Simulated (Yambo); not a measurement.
Mg2Si (space group Fm-3m, No. 225), G0W0@LDA (Yambo, plasmon pole, terminator in G, 4×4×4 mesh): gap Γ → X in eV by bands and screening block.

| bands (W and G) | 2 Ry | 4 Ry | 6 Ry | 8 Ry | 10 Ry |
|---|---|---|---|---|---|
| 31 | [?] | [?] | 0.58 | 0.59 | 0.59 |
| 51 | 0.38 | 0.57 | 0.62 | 0.63 | 0.64 |
| 77 | 0.38 | 0.58 | [?] | 0.67 | 0.67 |
| 110 | 0.38 | 0.58 | 0.67 | 0.69 | 0.70 |
| 143 | 0.38 | 0.59 | 0.68 | 0.70 | 0.71 |

### Question
Estimate the withheld gaps from their neighbours; the computed values follow.

### Answer

- 31, 2 Ry: 0.41
- 31, 4 Ry: 0.55
- 77, 6 Ry: 0.65

The largest settings aren't shown to be the converged limit.

Geometry relaxed with LDA; primitive cell a = 4.4259 Å, b = 4.4259 Å, c = 4.4259 Å, α = 60.00°, β = 60.00°, γ = 60.00°.
